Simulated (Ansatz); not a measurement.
C:
```cif
data_C12
_chemical_formula_sum 'C12'
_space_group_name_H-M_alt 'P41212'
_space_group_IT_number 92
_space_group_name_Hall 'P 4abw 2nw'
_cell_length_a 3.79564
_cell_length_b 3.79564
_cell_length_c 4.67207
_cell_angle_alpha 90.000
_cell_angle_beta 90.000
_cell_angle_gamma 90.000
loop_
_atom_site_label
_atom_site_type_symbol
_atom_site_symmetry_multiplicity
_atom_site_Wyckoff_symbol
_atom_site_fract_x
_atom_site_fract_y
_atom_site_fract_z
_atom_site_occupancy
C1 C 4 a 0.42395 0.42395 0.00000 1
C2 C 8 b 0.12114 0.33295 0.21637 1
```

This is the r²SCAN-relaxed structure.

Problem. All from the program Ansatz at the r²SCAN level (PAW), unless another level is named. Give the band gap.

Solution. 5.37 eV (indirect).

Problem. Predict the smallest direct gap on the standard path.

Solution. 5.91 eV.

Problem. Next, the hole effective mass?

Solution. 0.42, 2.0, 2.7 mₑ (principal values).

Problem. And the HSE06 gap on the r²SCAN cell?

Solution. 6.26 eV.

Problem. And the electron effective mass?

Solution. 0.40, 0.43, 0.43 mₑ (principal values).

Problem. Give the valence-band maximum.

Solution. on the M–Γ line, 40 % of the way from M.

Space group P4_12_12. The start of the workflow was typed in or built on a structure type; neither database checked (COD, Materials Project) lists it. It is not the phase usual at ambient conditions (space group No. 194, 227). The r²SCAN relaxation kept the symmetry of its start; whether a distortion lowers the energy is not shown. The volume moved by 26 % from the start of the relaxation.

Potentials: the later of the program's two PAW sets.
